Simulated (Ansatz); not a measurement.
Rh: how the free axis answers a strain

Rh, P6_3/mmc, a = 2.675 Å, c = 8.727 Å. This isn't the element's structure at ambient conditions. Ansatz: PBEsol, PAW, 420 eV, Γ-centred 24×24×6 mesh on 4 atoms, Gaussian smearing 0.10 eV; no spin polarisation. Series: biaxial strain in the a-b plane, c and atoms relaxed; x is the strain in per cent. y is the change of c in per cent of 8.727 Å.

| x (%) | y (%) |
| --- | --- |
| -3.0 | 1.91 |
| -2.0 | 1.26 |
| -1.0 | 0.62 |
| 0.0 | 0.00 |
| 1.0 | -0.61 |
| 2.0 | -1.24 |
| 3.0 | ? |

Task: Fit y = c1 x + c2 x² to the other rows, say what c1 measures, and predict the missing y.

Result: Least squares on the rows shown. y = −0.6242 x + 0.003709 x². With no stress along c, c1 = −2C13/C33 = -0.624. At x = 3.0 the fit asked for gives -1.84 %. The run gave -1.88 %, so the fit is 0.04 % too high, a small miss on the scale of the series.